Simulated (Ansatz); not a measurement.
Put YZnC4N4 in P-43m (No. 215): Y on 1a; Zn on 1b; C on 4e; N on 4e. Recipe of this trial structure of YZnC4N4: two interpenetrating cyanide-bridged diamond nets.

These are results of DFT PBE, scalar-relativistic, plane waves, PAW (Ansatz), not measurements. Cutoff 420 eV, Γ-centred mesh, Gaussian smearing, no spin polarisation.

Formation energies are uncorrected and refer to the elements' standard structures at the same level (N₂ as a molecule).

**Question.** Which cell and coordinates does it relax to?

**Answer.**

Space group P-43m (No. 215). a = 6.407 Å, b = 6.407 Å, c = 6.407 Å, α = 90.00°, β = 90.00°, γ = 90.00°
| atom | site | symmetry | x | y | z |
| --- | --- | --- | --- | --- | --- |
| Y | 1a | -43m | 0.0000 | 0.0000 | 0.0000 |
| Zn | 1b | -43m | 0.5000 | 0.5000 | 0.5000 |
| C | 4e | .3m | 0.2175 | 0.2175 | 0.2175 |
| N | 4e | .3m | 0.3231 | 0.3231 | 0.3231 |

Around Y lie 4 C at 2.41 Å; Zn is surrounded by 4 N at 1.96 Å; around C lie 1 N at 1.17 Å and 1 Y at 2.41 Å; around N lie 1 C at 1.17 Å and 1 Zn at 1.96 Å. Another local minimum with the same sites may exist.

**Question.** And its energy and gap?

**Answer.** The formation energy is +0.19 eV/atom and the gap on the 6×6×6 mesh of the 10-atom cell is 0 eV (a metal). A positive value: parting into the elements would lower its energy.

The last run used Gaussian smearing of 0.10 eV. The cell is a metal run without spin, though a test with spin on the coarse mesh kept 1.0 μB a cell, so a magnetic state probably lies lower. The reference form of C is held partly by dispersion forces, which this level lacks. A structure relaxed within its symmetry needn't be a true minimum.
